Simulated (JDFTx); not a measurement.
System: ZrB2(1 0 -1 1) (P6/mmm bulk; lattice of mp-1472, not re-optimised at this level), 1x1 cell of 12 atoms in 12 planes (B/Zr outermost, slab composition Zr4B8), area 14.22 Å² a face, 7.0 Å between the outermost planes in a cell 23.2 Å high; k mesh 8×8×1, Fermi width 0.01 Ha, no spin polarisation. Whether this polymorph is the ambient one wasn't checked. Neither spin polarisation nor a larger cell was tried.

Profiles through the double layer of this slab, charged, in CANDLE, acetonitrile, 1 M KCl; PBE, GBRV ultrasoft potentials, plane waves to 20/100 Ha, a modified build of JDFTx. z is the height above the outermost atoms, φ the plane-averaged electrostatic potential energy of an electron (zero in the bulk liquid), ρ_b the bound charge of solvent and ions, s the cavity shape function (0 in the solid, 1 in the liquid).

```csv
z (Å),n (e/Å³),s,φ (eV),ρ_b (10⁻³ e/Å³)
0.92,0.1032,0.00,-2.337,-0.07
1.39,0.0303,0.00,-1.121,-2.06
1.85,0.0088,0.01,-0.322,-5.46
2.31,0.0024,0.09,-0.127,-1.00
2.78,0.0006,0.23,-0.076,0.03
3.24,0.0002,0.37,-0.052,-0.06
3.71,0.0000,0.51,-0.037,-0.08
4.17,0.0000,0.65,-0.028,-0.06
4.63,0.0000,0.79,-0.021,-0.05
5.10,0.0000,0.92,-0.017,-0.03
5.56,0.0000,0.99,-0.013,-0.02
6.03,0.0000,1.00,-0.011,-0.01
6.49,0.0000,1.00,-0.009,-0.01
6.95,0.0000,1.00,-0.007,-0.01
7.42,0.0000,1.00,-0.006,-0.01
7.88,0.0000,1.00,-0.004,-0.01
```

Is the electrode positively or negatively charged, and roughly by how much?

Positively: σ = 6.6 μC/cm² per face. The liquid's bound charge is of the opposite sign overall, and far from the surface φ decays with the screening length (2.1 Å).
